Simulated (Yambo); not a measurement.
Yambo run on PNO (space group I2_12_12_1, No. 24). The wavefunctions are LDA (Quantum ESPRESSO, PseudoDojo norm-conserving, 84 Ry, scalar-relativistic) ones on a 4×4×4 mesh (16 occupied bands); a = 4.7870 Å, b = 4.7870 Å, c = 4.7870 Å, α = 124.64°, β = 120.14°, γ = 85.96°.

Yambo input:

```
rim_cut
HF_and_locXC
RandQpts= 1000000
RandGvec= 1 Ry
EXXRLvcs= 84 Ry
VXCRLvcs= 336 Ry
% QPkrange
 1 | 1 | 16 | 17 |
 3 | 3 | 16 | 17 |
 8 | 8 | 16 | 17 |
 10 | 10 | 16 | 17 |
 11 | 11 | 16 | 17 |
 18 | 18 | 16 | 17 |
 23 | 23 | 16 | 17 |
%
```

k points by index: 1 = Γ, 3 = (0, 0, -0.5), 8 = (0, -0.5, 0), 10 = (0, -0.5, -0.5), 11 = (0.25, 0.25, 0.25), 18 = (-0.5, -0.5, -0.5), 23 = (-0.5, 1, 0).

The o-*.hf file then holds:

```
#    K-point    Band    Eo [eV]    Ehf [eV]    Vxc [eV]    Vnlxc [eV]
#
    1    16    -0.424609    -4.851524    -16.57067    -20.99758
    1    17    5.114628    10.33437    -11.75408    -6.534342
    3    16    -0.587982    -5.025546    -17.06545    -21.50302
    3    17    5.881127    11.69407    -13.74175    -7.928805
    8    16    -0.503617    -4.742214    -16.11222    -20.35082
    8    17    6.566285    12.55486    -14.26825    -8.279679
    10    16    -0.731087    -5.323764    -17.14691    -21.73959
    10    17    5.641551    11.06688    -12.59908    -7.173758
    11    16    -0.858561    -5.365157    -16.70781    -21.21440
    11    17    6.191221    11.99242    -13.93461    -8.133406
    18    16    0.000000    -4.178091    -16.96543    -21.14352
    18    17    6.608193    12.06461    -13.02780    -7.571385
    23    16    -0.731106    -5.323814    -17.14692    -21.73963
    23    17    5.641554    11.06687    -12.59908    -7.173766
```
Exchange alone, without screening.

Geometry of the Materials Project entry, not relaxed at this level.

The structure is a Materials Project entry; no match was found in the copy of COD used, and its stability was not checked.
